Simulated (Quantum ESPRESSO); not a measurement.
```cif
data_PtS2
_chemical_formula_sum 'S2 Pt1'
_space_group_name_H-M_alt 'P-3m1'
_space_group_IT_number 164
_space_group_name_Hall '-P 3 2"'
_cell_length_a 3.58250
_cell_length_b 3.58250
_cell_length_c 4.66018
_cell_angle_alpha 90.000
_cell_angle_beta 90.000
_cell_angle_gamma 120.000
loop_
_atom_site_label
_atom_site_type_symbol
_atom_site_symmetry_multiplicity
_atom_site_Wyckoff_symbol
_atom_site_fract_x
_atom_site_fract_y
_atom_site_fract_z
_atom_site_occupancy
S1 S 2 d 0.33333 0.66667 0.25865 1
Pt1 Pt 1 a 0.00000 0.00000 0.00000 1
```

Cell and atoms were relaxed with PBE+D3(BJ) from Materials Project entry mp-762, within its symmetry.

**Question.** What does PBEsol (Quantum ESPRESSO, PseudoDojo norm-conserving, 84 Ry, with spin-orbit coupling) give for the electronic structure near the Fermi level?

**Answer.** At this level the gap is closed or nearly so: along the path the highest valence and lowest conduction bands touch, or overlap by less than 0.6 eV, a zero-gap or semimetallic result; the valence top lies at Γ, the conduction bottom at K. Semilocal functionals close the gaps of some narrow-gap semiconductors, so this alone doesn't show that the compound has none.
